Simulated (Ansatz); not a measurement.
**Notes on LaAg₂**

```
CELL_PARAMETERS angstrom
4.68407 0.00000 0.00000
-2.34203 4.05653 0.00000
0.00000 0.00000 4.10314
ATOMIC_POSITIONS crystal
Ag 0.33330 0.66670 0.50000
Ag 0.66660 0.33330 0.50000
La 0.00000 0.00000 0.00000
```

Single point in Ansatz 0.2.0 with r2SCAN, with U_eff = 4.78 eV on La d (all-electron-ortho-atomic projectors), no spin polarisation. Cutoff 500 eV, PAW datasets, 8×8×8 Γ-centred k mesh, fermi-dirac filling (width 0.1 eV).

Q: Describe some of the short contacts.

A: Ag–Ag at 2.70 Å: least valence density 0.31 e/Å³ and ELF 0.20 there. La–Ag at 3.39 Å: least valence density 0.12 e/Å³ and ELF 0.14 there. These are pseudo-fields; inside the PAW spheres they differ from the all-electron ones.

Q: Metal or insulator?

A: It is a metal, with about 2.3 states/eV a cell as the mean within 0.25 eV of the Fermi level.

Q: Are the atoms at rest?

A: The forces vanish by the symmetry of the sites.

Q: How is the charge shared?

A: Bader charges in e: La +1.82, Ag -0.91. In the mean La gives up most and Ag takes most.

Q: What does the stress say?

A: The pressure is 5.1 GPa (compression positive), so with the atoms held at these fractions the cell would first expand. The principal stresses 4.0, 5.6, 5.6 GPa differ, so its shape would change too.

Origin: a known structure type with other elements, at an estimated volume, so it need not be a known compound. Caveats: a Hubbard term without moments, so a magnetic state may lie lower.
